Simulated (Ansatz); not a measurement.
Nb₃Sb in Ansatz, relaxation

input.yaml:

```yaml
crystal:
  lattice:
    - [5.280763, 0.0, 0.0]
    - [0.0, 5.280763, 0.0]
    - [0.0, 0.0, 5.280763]
  atoms:
    - { symbol: Nb, position: [0.25, 0.0, 0.5] }
    - { symbol: Nb, position: [0.5, 0.75, 0.0] }
    - { symbol: Nb, position: [0.75, 0.0, 0.5] }
    - { symbol: Nb, position: [0.5, 0.25, 0.0] }
    - { symbol: Nb, position: [0.0, 0.5, 0.75] }
    - { symbol: Nb, position: [0.0, 0.5, 0.25] }
    - { symbol: Sb, position: [0.0, 0.0, 0.0] }
    - { symbol: Sb, position: [0.5, 0.5, 0.5] }
  symmetry: { tolerance: 0.0003 }
kpoints:
  mp_grid: { grid: [5, 5, 5], shift: [0, 0, 0] }
magnetization:
  spin_polarized: false
scf:
  occupations: { method: gaussian, width: 0.028 }
  lower_state_search: "off"
hamiltonian:
  pseudopotentials: { kind: paw }
  xc: lda
basis:
  ecutwfc: 420
  fft_grid_basis: typed
relax:
  max_steps: 80
  cell: { p_target: 0.0 }
output:
  forces: true
  stress: true
  eigenvalues: true
  bader: true
  populations: true
  elf: true
  write_potential: true
  volumetric_format: npy
  dos:
    e_range: [-12, 8]
    de: 0.05
    projected: { site_lists: { Nb: [Nb], Sb: [Sb] } }
checkpoint:
  read: saved_state
```

The command:

```bash
ansatz run input.yaml --threads 2 --pin off --max-ram 3584MiB --backend cpu --events-out ev --progress --plain --runs-dir out
```

Origin of the cell: a database entry, scaled a little.

The saved state is a converged single point of the same cell.

Output (shortened):

```
SCF iter   1: F=—  HF=-39329.728878 eV  Δρ=2.94e-3  dr2=9.91e-3
SCF iter   2: F=—  HF=-39329.726464 eV  Δρ=1.60e-3  dr2=2.96e-3
SCF iter   3: F=—  HF=-39329.725456 eV  Δρ=1.62e-4  dr2=2.64e-5
SCF iter   4: F=—  HF=-39329.725446 eV  Δρ=3.33e-5  dr2=1.25e-6
SCF iter   5: F=-39329.725446 eV  HF=-39329.725446 eV  Δρ=6.96e-6  dr2=6.32e-8
SCF iter   6: F=-39329.725446 eV  HF=-39329.725446 eV  Δρ=1.33e-6  dr2=2.35e-9
relax step   1: F+E_penalty+E_count = -39329.725446 eV  Δ(F+E_penalty+E_count) = +0.000e0 eV  max|allowed force component| = 8.864e-18 eV/Å  Δτ_max = 0.0000 Å  P = -7.858 GPa  Ω = 147.262 Å³ […]
relax step   2: F+E_penalty+E_count = -39328.831830 eV  Δ(F+E_penalty+E_count) = +8.936e-1 eV  max|allowed force component| = 3.166e-17 eV/Å  Δτ_max = 0.0000 Å  P = +26.290 GPa  Ω = 126.758 Å³ […]
relax step   3: F+E_penalty+E_count = -39329.883166 eV  Δ(F+E_penalty+E_count) = -1.577e-1 eV  max|allowed force component| = 2.161e-17 eV/Å  Δτ_max = 0.0000 Å  P = -1.422 GPa  Ω = 141.978 Å³ […]
relax step   4: F+E_penalty+E_count = -39329.888019 eV  Δ(F+E_penalty+E_count) = -4.853e-3 eV  max|allowed force component| = 1.973e-17 eV/Å  Δτ_max = 0.0000 Å  P = -0.037 GPa  Ω = 140.968 Å³ […]
relax step   5: F+E_penalty+E_count = -39329.886731 eV  Δ(F+E_penalty+E_count) = +1.288e-3 eV  max|allowed force component| = 1.130e-17 eV/Å  Δτ_max = 0.0000 Å  P = -0.040 GPa  Ω = 140.968 Å³  stress off target by 4.02e-2 GPa […]
SCF 5 converged in 8 iterations: F = -39329.886731 eV  dr2 = 3.21e-16
basis re-selected at this cell: Δ(F+E_penalty+E_count) = +1.288e-3 eV, ΔP = -0.003 GPa vs the last step (what re-selecting the basis moved, of the pressure what is left beyond the Pulay corre […]
SCF converged after 8 iterations
Free energy (F): -39329.886731 eV
Harris-Foulkes:  -39329.886731 eV  (|F-HF|=7.28e-12)
Internal energy: -39329.884832 eV  (E = F + TS)
E sigma→0 (E₀):  -39329.885782 eV
Entropy (-TS):   -0.001900 eV (-0.237 meV/atom)
Fermi energy:    18.357164 eV
--- Per-component energies (eV) ---
  E_band       = -468.812520
  E_kinetic    = 2808.745640
  E_local      = -6383.068072  (includes V_loc(G=0)·N_el)
  E_nonlocal   = 1489.516652
  E_hartree    = 2384.787430
  E_xc         = -1330.631578
  E_vxc        = -1481.760392  (∫ρ·V_xc dr)
  E_paw        = -26653.817224  (= ΣΔE_a)
  E_vpaw       = -1671.821233  (= ΣTr[D̂ρ^β])
  E_aug_tail   = 0.000025  (compensation charges beyond the density's cutoff)
  E_ewald      = -11649.089518
  E_core_change = 3.671813  (= ΣΔE_core)
  E_smearing   = -0.001900  (= −TS)
  Σ components = -39329.886731   (vs F -39329.886731, Δ=0.00e0)
--- Forces (eV/Å), atoms counted from 1 ---
  atom   1  Nb    -0.000000     0.000000    -0.000000
  atom   2  Nb    -0.000000    -0.000000    -0.000000
  atom   3  Nb    -0.000000    -0.000000     0.000000
  atom   4  Nb     0.000000    -0.000000     0.000000
  atom   5  Nb    -0.000000    -0.000000    -0.000000
  atom   6  Nb     0.000000     0.000000     0.000000
  atom   7  Sb    -0.000000    -0.000000    -0.000000
  atom   8  Sb    -0.000000    -0.000000    -0.000000
  max |Σ_I F_I| component: 1.91e-17 eV/Å
--- Stress (GPa, compression-positive) ---
       -0.040206      -0.000000       0.000000
       -0.000000      -0.040206      -0.000000
        0.000000      -0.000000      -0.040206
  P = ⅓ Tr σ = -0.0402 GPa (-0.402 kbar)
--- Relaxed structure (4 steps of the walk, 3 accepted, 1 SCFs on fresh bases) ---
  F+E_penalty+E_count = -39329.886731 eV   max|allowed force component| = 1.130e-17 eV/Å   (the final SCF, on the basis selected at the relaxed cell)
  cell:  # Å, volume = 140.9681 Å³
    - [5.204436, 0.0, 0.0]
    - [0.0, 5.204436, 0.0]
    - [0.0, 0.0, 5.204436]
  atoms:
    - { symbol: Nb, position: [0.25, 0.0, 0.5] }
    - { symbol: Nb, position: [0.5, 0.75, 0.0] }
    - { symbol: Nb, position: [0.75, 0.0, 0.5] }
    - { symbol: Nb, position: [0.5, 0.25, 0.0] }
    - { symbol: Nb, position: [0.0, 0.5, 0.75] }
    - { symbol: Nb, position: [0.0, 0.5, 0.25] }
    - { symbol: Sb, position: [0.0, 0.0, 0.0] }
    - { symbol: Sb, position: [0.5, 0.5, 0.5] }
--- Löwdin populations: 8 sites ---
  site symbol       q [e]
     0     Nb     13.0415
     1     Nb     13.0415
     2     Nb     13.0415
     3     Nb     13.0415
     4     Nb     13.0415
     5     Nb     13.0415
     6     Sb     14.6375
     7     Sb     14.6375
  spilling = 0.004407 (of n_electrons = 108.000000)
--- Bader charges: 8 sites ---
  site symbol  charge [e]  shift [e]
     0     Nb      0.2971     0.0000
     1     Nb      0.2971     0.0000
     2     Nb      0.2971     0.0000
     3     Nb      0.2971     0.0000
     4     Nb      0.2971     0.0000
     5     Nb      0.2971     0.0000
     6     Sb     -0.8912     0.0000
     7     Sb     -0.8912     0.0000
  estimated error of the sums over rays = 6.8e-4 e
```

Before:

Space group Pm-3n (No. 223); the run's cell has a = 5.281 Å, b = 5.281 Å, c = 5.281 Å, α = 90.00°, β = 90.00°, γ = 90.00°. Shortest distances: Nb–Nb 2.64 Å, Nb–Sb 2.95 Å.

The relaxed structure.

Space group Pm-3n (No. 223); the run's cell has a = 5.204 Å, b = 5.204 Å, c = 5.204 Å, α = 90.00°, β = 90.00°, γ = 90.00°. Shortest distances: Nb–Nb 2.60 Å, Nb–Sb 2.91 Å.

```
Free energy lowered by                                                                 : 20.2 meV/atom
Volume change                                                                          : -4.27 %
Final pressure                                                                         : -0.04 GPa
Relaxation steps listed                                                                : 5
Formation energy (elements under the same functional, gases as molecules, uncorrected) : -0.332 eV/atom
```

Caveats: no moments, though an odd count or open d shells may carry them; no spin-orbit coupling, though heavy elements are present; the relaxation held the start's symmetry, so the end may be a saddle point.

The run took 18 s on 2 threads of AMD EPYC 9R45 96-Core Processor (Zen 5), with other jobs on the host, peak memory 0.54 GiB, from a saved density.
